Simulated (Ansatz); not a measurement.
BN in space group Fmm2 (No. 42; B on 4a, N on 4a), DFT-LDA in the program Ansatz with PAW potentials. The conduction-band minimum lies at T, with 1 equivalent valley. Second derivatives d²E/dk² of the lowest band at one valley (eV·Å²), along Cartesian directions:

| direction | d²E/dk² |
|---|---|
| [100] | 3.283 |
| [010] | 10.17 |
| [001] | 36.08 |
| [110] | 6.728 |
| [101] | 19.69 |
| [011] | 23.13 |

Question: Find the principal effective masses, the density-of-states mass and the conductivity mass.

Answer: Off-diagonal terms follow from H_xy = H[110] − (H_xx + H_yy)/2, and m*/mₑ = 7.620 eV·Å² over each eigenvalue: 0.21, 0.75, 2.3. One valley's DOS mass (m₁m₂m₃)^(1/3) = 0.72, conductivity mass 3/(Σ 1/mᵢ) = 0.46 mₑ.

Question: What effective density of states Nc follows at 300 K for parabolic valleys?

Answer: Nc = 2.509e19 × 1 × (0.72)^(3/2) ≈ 1.5e19 cm⁻³.

Question: With the computed static dielectric constant 5.46 (mean of the diagonal), estimate a hydrogenic donor's binding energy and radius.

Answer: E = 13.606 eV × 0.46/5.46² ≈ 210 meV; a = 0.529 Å × ε/m* ≈ 6.3 Å. Semilocal masses tend to be too small where the gap is.

The workflow started from a Materials Project entry (that database holds measured and hypothetical structures alike); the Crystallography Open Database copy checked does not list it. It is not the phase usual at ambient conditions (space group No. 186, 194, 216). The cell was relaxed with LDA under the symmetry of its start. At this level the phase is mechanically unstable. A crystal of weakly bound layers computed without a dispersion correction: the cell and the soft elastic constants depend strongly on that.

Potentials: the earlier of the program's two PAW sets.
